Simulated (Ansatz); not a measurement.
La:
```cif
data_La2
_chemical_formula_sum 'La2'
_space_group_name_H-M_alt 'P 1'
_space_group_IT_number 1
_cell_length_a 4.70457
_cell_length_b 4.70457
_cell_length_c 4.70457
_cell_angle_alpha 60.000
_cell_angle_beta 60.000
_cell_angle_gamma 60.000
loop_
_space_group_symop_operation_xyz
  'x, y, z'
loop_
_atom_site_label
_atom_site_type_symbol
_atom_site_fract_x
_atom_site_fract_y
_atom_site_fract_z
_atom_site_occupancy
La1 La 0.00000 0.00000 0.00000 1
La2 La 0.25000 0.25000 0.25000 1
```

Relaxed with the program Ansatz at the r²SCAN level (PAW). Indices refer to the conventional cell of Fd-3m, a = 6.653 Å, b = 6.653 Å, c = 6.653 Å, α = 90.00°, β = 90.00°, γ = 90.00°.

**Question.** Simulate the powder diffraction pattern (Cu Kα, λ = 1.54184 Å; lines above 1 %) up to 2θ = 90°.

**Answer.** Simulated powder pattern, Cu Kα, λ = 1.54184 Å (kinematic, ideal powder, no thermal factors, no anomalous dispersion; the 30 strongest lines at most, above 1 %, up to 2θ = 90°):

```json
[
 {"2θ (°)": "23.16", "d (Å)": "3.841", "I/Imax (%)": "100", "hkl": "(111)"},
 {"2θ (°)": "38.26", "d (Å)": "2.352", "I/Imax (%)": "81", "hkl": "(220)"},
 {"2θ (°)": "45.20", "d (Å)": "2.006", "I/Imax (%)": "50", "hkl": "(311)"},
 {"2θ (°)": "55.22", "d (Å)": "1.663", "I/Imax (%)": "14", "hkl": "(400)"},
 {"2θ (°)": "60.67", "d (Å)": "1.526", "I/Imax (%)": "21", "hkl": "(331)"},
 {"2θ (°)": "69.17", "d (Å)": "1.358", "I/Imax (%)": "28", "hkl": "(422)"},
 {"2θ (°)": "74.04", "d (Å)": "1.280", "I/Imax (%)": "15", "hkl": "(511)+(333)"},
 {"2θ (°)": "81.91", "d (Å)": "1.176", "I/Imax (%)": "9.0", "hkl": "(440)"},
 {"2θ (°)": "86.55", "d (Å)": "1.125", "I/Imax (%)": "16", "hkl": "(531)"}
]
```

The start of the workflow was typed in or built on a structure type; neither database checked (COD, Materials Project) lists it. It is not the phase usual at ambient conditions (space group No. 194). Symmetry was held in the r²SCAN relaxation. At this level the phase is mechanically unstable. The volume moved by -38 % from the start of the relaxation. Spin–orbit coupling is left out wherever it is not named.

Potentials: the earlier of the program's two PAW sets.
